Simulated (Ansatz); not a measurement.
According to DFT-r²SCAN in the program Ansatz with PAW potentials, BP in the tetragonal phase (P4_2/mnm; B on 4f, P on 4g) relaxes to a = 5.551 Å, c = 3.197 Å. Against the elements it lies at -0.33 eV/atom, with no fitted shifts.

The Kohn–Sham gap is 0.55 eV (indirect). The valence maximum lies at Γ and the conduction minimum on the Γ–Z line, 59 % of the way from Γ (2 equivalent valleys). The screened hybrid HSE06 puts the gap at 1.09 eV. The electron mass is 0.32, 0.32, 0.46 mₑ (principal values).

The bulk modulus is 155 GPa. The relaxed-ion elastic constants in GPa are C11 = 326, C12 = 81.4, C13 = 40.1, C33 = 428, C44 = 144, C66 = 87.5. The elastic constants imply a Debye temperature near 973 K. Bader charges are B +0.65, P -0.65 e.

The start of the workflow was typed in or built on a structure type; neither database checked (COD, Materials Project) lists it. It is not the phase usual at ambient conditions (space group No. 216). Symmetry was held in the r²SCAN relaxation; its stability against distortions is not shown here. The references are the lowest solids computed at this level, not always the standard phases.

Potentials: the earlier of the program's two PAW sets.
